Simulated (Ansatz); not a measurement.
Screening note. A cold calorimeter or bolometer resolves small energies when its absorber holds little heat, and in an insulator that falls as (T/Θ)³.

The yardstick is MgO. A cube of 10 mm edge at 2 K; all rows have a gap at this level.

Levels of theory (Ansatz, a plane-wave PAW program): Debye temperature: PBE, elastic tensor, Hill average; volume per atom, density: PBE, relaxed cell.

Started from generated or typed cells, with no claim that the phase is known: 6H-AlN. Runs started from generated or typed cells of the structure named: MgO. Over 15 meV/atom above the lowest phase of their formula at hand: 6H-AlN (17 meV/atom, r²SCAN). Spin–orbit coupling is left out unless named.

The figures follow from the printed values by these rules: C per volume = 1944 J/(K·mol)(T/Θ)³/(0.6022 V) = 3228 (T/Θ)³/V; thermodynamic noise = √(k_B T² C_total); relative noise = noise/noise_ref.

```
crystal                     Debye temperature (K)  V (Å³/atom)  density (g/cm³)  C (J/K per cm³)  noise (eV)  noise (relative)
--------------------------  ---------------------  -----------  ---------------  ---------------  ----------  ----------------
SrO (rock salt)                               426        17.53             4.91         1.906e-5      202500               2.3
TiO2 (anatase)                                567        11.67             3.79         1.214e-5      161600              1.80
6H-AlN                                        921        10.66             3.19         3.101e-6       44930              0.50
MgO (rock salt), reference                    895         9.62             3.48         3.744e-6       89760              1.00
```

### Question
Check the column «noise (eV)» against the rules: one row is wrong, and what depends on it inherits the slip. Find and correct it.

### Answer
The row of 6H-AlN shows 44930. From its own inputs, noise: 2 × √(1.3806×10⁻²³ × 3.101e-6 × 1.00)/1.602×10⁻¹⁹ = 81690 eV. Carried on: relative noise: 81690/89760 = 0.91. The other rows agree with the rules.

With the correction: In order of relative noise, lowest first: 6H-AlN (0.91 ± 0.084) ≈ MgO (1.00 ± 0.092), TiO2 (1.80 ± 0.17), SrO (2.3 ± 0.21). The ± follows from allowances picked for this note (Debye temperature 6 %, volume per atom 4 %), carried to first order and added in quadrature, each row's own inputs moving alone; ≈ joins neighbours closer than their two ± added in quadrature. 0 of the 3 others clearly beat the reference on this figure.

Θ comes from averaged elastic constants. Free carriers, two-level defects, nuclear spins and metal films add heat capacity that the Debye law lacks. Where several phases of a formula are at hand, those over 0.1 eV/atom above the lowest were not drawn (by r²SCAN where it compared them, else by the largest value; a layered or molecular lowest phase counts only with a dispersion term); other phases could lie lower still. Rows were sampled with a lean to familiar crystals, related or not, whatever their agreement with measurement; tables with many equal figures were not kept. Limits of the draw: gap over 1 eV but for Si, Ge and GaAs, no magnets; for moduli and speeds, an anisotropy index under 2.5, no layered crystals; no unfamiliar magnets, and cubic perovskites only if shown or known to be stable. As a rule kept out of such tables: 4f compounds, open-shell compounds run without a Hubbard term, cells found unstable in the tests at hand, cells close to a higher symmetry, and runs set to a pressure or over 12 % in volume from the crystal's fullest run.
